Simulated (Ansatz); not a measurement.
# MnSb: projected DOS by orbital

```yaml
crystal:
  lattice:
    - [4.13000, 0.00000, 0.00000]
    - [-2.06500, 3.57668, 0.00000]
    - [0.00000, 0.00000, 5.80000]
  atoms:
    - { symbol: Mn, position: [0.00000, 0.00000, 0.00000] }
    - { symbol: Mn, position: [0.00000, 0.00000, 0.50000] }
    - { symbol: Sb, position: [0.33333, 0.66667, 0.25000] }
    - { symbol: Sb, position: [0.66667, 0.33333, 0.75000] }
```

Atom numbers follow the list: Mn1, Mn2, Sb3, Sb4.

The geometry is COD entry 1539189, unchecked; take it as a test cell.

The magnetic state is the one reached from the start moments; no search over orders was made, so it needn't be the ground state.

Spin–orbit coupling is left out, though it moves levels of the heavy atoms by tenths of an eV or more.

All numbers below come from DFT, PBE, all-electron LAPW, scalar-relativistic in Ansatz 0.2.0.

Numerical set-up: a Γ-centred 9×9×6 k mesh, Fermi–Dirac smearing of 0.08 eV, basis error target 1 meV/atom, spin-polarised from start moments Mn1 4, Mn2 4 μB, ending with a cell moment of 6.64 μB.

States per eV for one atom of each kind, in 0.4 eV bins named by their centres, from the Fermi level, projected on a minimal set of Löwdin-orthogonalised atomic shells; orbitals are real harmonics on the Cartesian axes, equal curves share a column, and empty bins are left out, as is all above 5.2 eV, near the top of the computed bands.

Mn1 3d:

```
# E all all_up all_dn dz2_up dz2_dn dxz_up=dyz_up dxz_dn=dyz_dn dx2-y2_up=dxy_up dx2-y2_dn=dxy_dn
-10.3 0.01 0.00 0.00 0.00 0.00 0.00 0.00 0.00 0.00
-9.9 0.02 0.01 0.01 0.00 0.00 0.00 0.00 0.00 0.00
-9.5 0.05 0.03 0.02 0.00 0.00 0.01 0.01 0.01 0.00
-9.1 0.11 0.07 0.04 0.00 0.00 0.02 0.01 0.01 0.01
-8.7 0.02 0.02 0.01 0.00 0.00 0.00 0.00 0.00 0.00
-5.5 0.05 0.05 0.00 0.01 0.00 0.01 0.00 0.00 0.00
-5.1 0.13 0.11 0.02 0.03 0.01 0.02 0.01 0.02 0.00
-4.7 0.20 0.16 0.04 0.02 0.01 0.02 0.01 0.05 0.01
-4.3 0.29 0.24 0.05 0.03 0.01 0.06 0.01 0.05 0.01
-3.9 0.54 0.49 0.05 0.04 0.01 0.13 0.01 0.10 0.01
-3.5 1.10 1.04 0.06 0.17 0.01 0.26 0.02 0.18 0.01
-3.1 1.85 1.78 0.07 0.51 0.01 0.26 0.02 0.37 0.01
-2.7 2.14 1.99 0.15 0.37 0.02 0.29 0.04 0.52 0.03
-2.3 2.81 2.49 0.32 0.38 0.03 0.40 0.08 0.66 0.06
-1.9 1.81 1.49 0.32 0.27 0.03 0.48 0.10 0.13 0.05
-1.5 1.11 0.55 0.56 0.14 0.12 0.12 0.11 0.08 0.10
-1.1 0.65 0.42 0.23 0.16 0.11 0.07 0.03 0.06 0.03
-0.7 0.60 0.37 0.24 0.18 0.13 0.05 0.03 0.04 0.03
-0.3 0.70 0.25 0.45 0.04 0.26 0.06 0.05 0.04 0.04
0.1 0.76 0.17 0.58 0.03 0.19 0.04 0.11 0.03 0.08
0.5 1.91 0.10 1.81 0.01 0.29 0.03 0.23 0.02 0.52
0.9 2.36 0.14 2.21 0.02 0.32 0.04 0.28 0.02 0.66
1.3 1.77 0.12 1.64 0.01 0.28 0.03 0.49 0.02 0.18
1.7 1.03 0.09 0.94 0.01 0.14 0.02 0.24 0.02 0.16
2.1 0.86 0.10 0.76 0.01 0.17 0.03 0.17 0.02 0.12
2.5 0.53 0.07 0.46 0.01 0.06 0.02 0.14 0.01 0.06
2.9 0.42 0.01 0.41 0.00 0.07 0.00 0.09 0.00 0.08
3.3 0.32 0.01 0.31 0.00 0.04 0.00 0.09 0.00 0.05
3.7 0.11 0.01 0.10 0.00 0.00 0.00 0.03 0.00 0.02
4.1 0.04 0.02 0.03 0.00 0.01 0.00 0.00 0.00 0.00
4.5 0.06 0.02 0.05 0.00 0.02 0.00 0.00 0.00 0.01
4.9 0.09 0.01 0.08 0.00 0.02 0.00 0.01 0.00 0.02
```

Sb3 5p:

```
# E all all_up all_dn pz_up pz_dn px_up=py_up px_dn=py_dn
-11.1 0.01 0.01 0.01 0.00 0.00 0.00 0.00
-10.7 0.03 0.01 0.01 0.01 0.01 0.00 0.00
-10.3 0.04 0.02 0.02 0.01 0.01 0.01 0.01
-9.9 0.06 0.03 0.03 0.01 0.01 0.01 0.01
-9.5 0.06 0.03 0.03 0.02 0.02 0.01 0.01
-9.1 0.05 0.02 0.02 0.01 0.01 0.01 0.01
-8.7 0.01 0.00 0.00 0.00 0.00 0.00 0.00
-5.5 0.20 0.20 0.00 0.03 0.00 0.08 0.00
-5.1 0.65 0.39 0.27 0.13 0.05 0.13 0.11
-4.7 0.79 0.37 0.42 0.15 0.14 0.11 0.14
-4.3 0.71 0.32 0.39 0.10 0.17 0.11 0.11
-3.9 0.64 0.33 0.31 0.06 0.11 0.14 0.10
-3.5 0.82 0.48 0.34 0.08 0.10 0.20 0.12
-3.1 0.87 0.52 0.35 0.26 0.08 0.13 0.14
-2.7 0.87 0.31 0.56 0.09 0.14 0.11 0.21
-2.3 0.89 0.14 0.75 0.03 0.16 0.05 0.29
-1.9 0.72 0.13 0.59 0.05 0.16 0.04 0.21
-1.5 0.81 0.18 0.63 0.06 0.35 0.06 0.14
-1.1 0.37 0.22 0.15 0.08 0.08 0.07 0.03
-0.7 0.30 0.24 0.06 0.10 0.02 0.07 0.02
-0.3 0.32 0.27 0.05 0.08 0.02 0.10 0.02
0.1 0.29 0.27 0.02 0.08 0.01 0.09 0.01
0.5 0.23 0.20 0.03 0.06 0.01 0.07 0.01
0.9 0.42 0.32 0.10 0.12 0.02 0.10 0.04
1.3 0.46 0.36 0.10 0.14 0.06 0.11 0.02
1.7 0.45 0.31 0.14 0.14 0.06 0.08 0.04
2.1 0.59 0.37 0.22 0.15 0.09 0.11 0.07
2.5 0.55 0.30 0.25 0.13 0.09 0.09 0.08
2.9 0.31 0.02 0.29 0.01 0.14 0.01 0.08
3.3 0.34 0.02 0.31 0.01 0.11 0.01 0.10
3.7 0.19 0.08 0.12 0.03 0.03 0.02 0.04
4.1 0.15 0.13 0.02 0.03 0.01 0.05 0.01
4.5 0.18 0.13 0.06 0.02 0.02 0.05 0.02
4.9 0.21 0.11 0.11 0.02 0.02 0.04 0.04
```

Mn1 4s:

```
# E all all_up all_dn
-11.5 0.03 0.02 0.01
-11.1 0.09 0.04 0.04
-10.7 0.11 0.05 0.05
-10.3 0.11 0.06 0.05
-9.9 0.10 0.05 0.05
-9.5 0.08 0.04 0.04
-9.1 0.06 0.04 0.03
-8.7 0.01 0.00 0.00
-5.5 0.07 0.07 0.00
-5.1 0.17 0.09 0.07
-4.7 0.14 0.06 0.08
-4.3 0.10 0.04 0.05
-3.9 0.07 0.03 0.04
-3.5 0.09 0.05 0.03
-3.1 0.05 0.02 0.03
-2.7 0.05 0.02 0.03
-2.3 0.06 0.03 0.03
-1.9 0.04 0.02 0.01
-1.5 0.03 0.02 0.01
-1.1 0.02 0.01 0.01
-0.7 0.02 0.02 0.01
-0.3 0.02 0.01 0.01
0.1 0.02 0.01 0.01
0.5 0.05 0.01 0.03
0.9 0.09 0.03 0.05
1.3 0.06 0.03 0.04
1.7 0.04 0.02 0.02
2.1 0.04 0.02 0.02
2.5 0.05 0.02 0.03
2.9 0.06 0.03 0.03
3.3 0.09 0.07 0.03
3.7 0.16 0.15 0.01
4.1 0.25 0.19 0.06
4.5 0.30 0.17 0.13
4.9 0.35 0.15 0.20
```

Sb3 5s:

```
# E all all_up all_dn
-11.5 0.04 0.02 0.02
-11.1 0.14 0.07 0.07
-10.7 0.23 0.11 0.12
-10.3 0.35 0.16 0.19
-9.9 0.61 0.28 0.33
-9.5 0.96 0.46 0.49
-9.1 1.30 0.64 0.66
-8.7 0.29 0.18 0.11
-5.5 0.01 0.01 0.00
-5.1 0.04 0.03 0.02
-4.7 0.05 0.03 0.02
-4.3 0.05 0.02 0.03
-3.9 0.04 0.01 0.03
-3.5 0.04 0.01 0.02
-3.1 0.03 0.01 0.02
-2.7 0.02 0.01 0.01
-2.3 0.02 0.01 0.01
-1.9 0.02 0.02 0.01
-1.5 0.03 0.03 0.00
-1.1 0.03 0.03 0.00
-0.7 0.04 0.04 0.00
-0.3 0.05 0.05 0.00
0.1 0.04 0.04 0.00
0.5 0.03 0.02 0.01
0.9 0.04 0.03 0.02
1.3 0.05 0.02 0.03
1.7 0.05 0.01 0.03
2.1 0.07 0.01 0.06
2.5 0.04 0.00 0.03
2.9 0.02 0.00 0.02
3.3 0.01 0.00 0.01
3.7 0.01 0.01 0.00
4.1 0.02 0.01 0.00
4.5 0.02 0.01 0.01
4.9 0.03 0.02 0.01
```
